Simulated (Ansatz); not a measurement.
The relaxed structure here is a generated cell of Pt: the first start was made by placing the elements on the sites of a structure type, and the end was not matched to a known phase here, so it may be hypothetical. Known forms of Pt include space group No. 225.

A relaxed cell of Pt (P6₃/mmc (No. 194)), relaxed on a k-mesh at least as fine as the one used below. These are r2SCAN (plane waves to 500 eV, PAW, scalar-relativistic; Ansatz, an electronic-structure program) values and carry that method's errors. Γ-centred k-mesh 7×14×4 on the run's cell (coarser than for final values), Fermi–Dirac smearing 0.05 eV.

```xyz
8
Lattice="5.4403 0.0000 0.0000 -1.3601 2.3557 0.0000 0.0000 0.0000 9.9191" Properties=species:S:1:pos:R:3 pbc="T T T"
Pt     0.0000     1.5705     1.1823
Pt     2.7202     1.5705     1.1823
Pt     1.3601     0.7852     6.1419
Pt     4.0802     0.7852     6.1419
Pt     1.3601     0.7852     8.7368
Pt     4.0802     0.7852     8.7368
Pt     0.0000     1.5705     3.7772
Pt     2.7202     1.5705     3.7772
```

The atoms are displaced by (Å):

```tsv
atom	ux	uy	uz
Pt1	-0.086	0.104	0.074
Pt2	-0.031	-0.171	-0.105
Pt3	-0.029	-0.037	0.007
Pt4	0.056	-0.095	0.007
Pt5	-0.051	0.009	-0.011
Pt6	0.029	0.068	-0.133
Pt7	-0.041	0.086	0.049
Pt8	0.035	0.148	-0.209
```

**Question.** What forces (eV/Å) and pressure result?

**Answer.** 
| atom | Fx | Fy | Fz |
|---|---|---|---|
| Pt1 | -0.63 | -1.38 | -0.73 |
| Pt2 | 0.67 | 1.43 | -0.63 |
| Pt3 | 0.84 | 0.16 | -0.34 |
| Pt4 | -0.75 | -0.02 | -1.72 |
| Pt5 | 0.80 | 0.54 | 0.20 |
| Pt6 | -0.91 | -0.63 | 1.80 |
| Pt7 | 0.83 | 0.47 | -0.07 |
| Pt8 | -0.85 | -0.57 | 1.49 |

Pressure +3.2 GPa.

**Question.** Estimate the energy cost of the displacement in the harmonic approximation and compare with the calculation.

**Answer.** For a harmonic well ΔE = −½ Σ F·u = 0.598 eV a cell, or 75 meV/atom. The calculated energy relative to the undisplaced cell is +0.08 eV/atom, so the harmonic estimate holds well.

No spin polarisation in the result.

The run that gave the undisplaced cell could not lose the symmetry of its start; a randomly shaken copy of 8 atoms returns to this structure.
